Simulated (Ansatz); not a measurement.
Al:
```yaml
crystal:
  lattice:
    - [2.82985, 0.00000, 0.00000]
    - [-1.41493, 2.45072, 0.00000]
    - [0.00000, 0.00000, 9.21775]
  atoms:
    - { symbol: Al, position: [0.00000, 0.00000, 0.00000] }
    - { symbol: Al, position: [0.00000, 0.00000, 0.50000] }
    - { symbol: Al, position: [0.33333, 0.66667, 0.25000] }
    - { symbol: Al, position: [0.66667, 0.33333, 0.75000] }
```

Relaxed with r²SCAN. Special points in fractions of this cell's reciprocal vectors: Γ (0.000, 0.000, 0.000); M (0.500, 0.000, 0.000); K (0.333, 0.333, 0.000); A (0.000, 0.000, 0.500); L (0.500, 0.000, 0.500); H (0.333, 0.333, 0.500).

Question: List the band energies nearest the Fermi level at these points for DFT-r²SCAN in the program Ansatz with PAW potentials.

Answer: In eV from the Fermi level; about four levels below and three above (degenerate sets whole), none deeper than 8.9 eV; points with the same levels are listed once.

```csv
k,below,above
Γ,-5.15 -4.56,3.76 3.76 11.59 11.59
M,-4.33 -4.32 -3.50 -3.49,0.79 1.21 1.55
K,-2.30 -2.30 -1.44 -1.44 -0.84,2.57 3.34 3.34
A,-7.99 -7.99 -0.91 -0.91,9.02 9.02 11.94 11.94 11.94 11.94
L,-2.02 -2.02 -1.29 -1.29,4.98 4.98 5.03 5.03
H,-3.10 -3.10 -0.29 -0.29,0.60 0.60 1.26 1.26
```

Space group P6_3/mmc (dhcp (α-La type)). The first step of the workflow began from a Materials Project structure, measured or hypothetical; the Crystallography Open Database copy checked does not list it. It is not the phase usual at ambient conditions (space group No. 225). The r²SCAN relaxation kept the symmetry of its start; its stability against distortions is not shown here.

Potentials: the later of the program's two PAW sets.
